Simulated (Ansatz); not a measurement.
Relaxed KI (rock salt):

```
CELL_PARAMETERS angstrom
      0.00000     3.59063     3.59063
      3.59063     0.00000     3.59063
      3.59063     3.59063     0.00000
ATOMIC_POSITIONS crystal
  I  0.00000 0.00000 0.00000
  K  0.50000 0.50000 0.50000
```

In this cell atom 2 (K, nearest neighbour I at 3.591 Å; its periodic images, 5.1 Å or more away, move with it) is moved by s along Cartesian x, unit vector (1.000, 0.000, 0.000); all other atoms and the cell stay fixed.

All values below come from PBE (plane waves to 420 eV, PAW, scalar-relativistic; Ansatz, a quantum-chemistry and plane-wave program). k mesh 7×7×7 (Γ-centred), Fermi-Dirac smearing 0.05 eV. E stands for the smeared free energy. KI was relaxed with its symmetry unable to fall. Spin-orbit coupling is left out, though I is heavy. The relaxed volume of KI is well above the measured one; the method has no dispersion term. ΔE is measured from the undisplaced structure.

| s (Å) | ΔE (meV/cell) |
|---|---|
| -0.360 | 65.7 |
| -0.288 | 39.5 |
| -0.216 | 21.2 |
| -0.144 | 9.1 |
| -0.072 | 2.2 |
| 0.000 | 0.0 |
| 0.072 | 2.2 |
| 0.144 | 9.1 |
| 0.216 | 21.2 |
| 0.288 | 39.5 |
| 0.360 | 65.7 |

Task: What force constant k = d²E/ds² at s = 0 does the table give?

Result: 0.8 eV/Å². It is the second difference of the nearest points, corrected with the next pair.

Task: With k = 0.85 eV/Å² from the forces, is the well harmonic out to s = 0.360 Å?

Result: ½ks² = 55.0 meV/cell against the computed 65.7 meV/cell, so the well is stiffer than harmonic there.

(A displaced cell: forces are minus the slopes of the energy, force constants its curvatures, and phonons follow from these.)
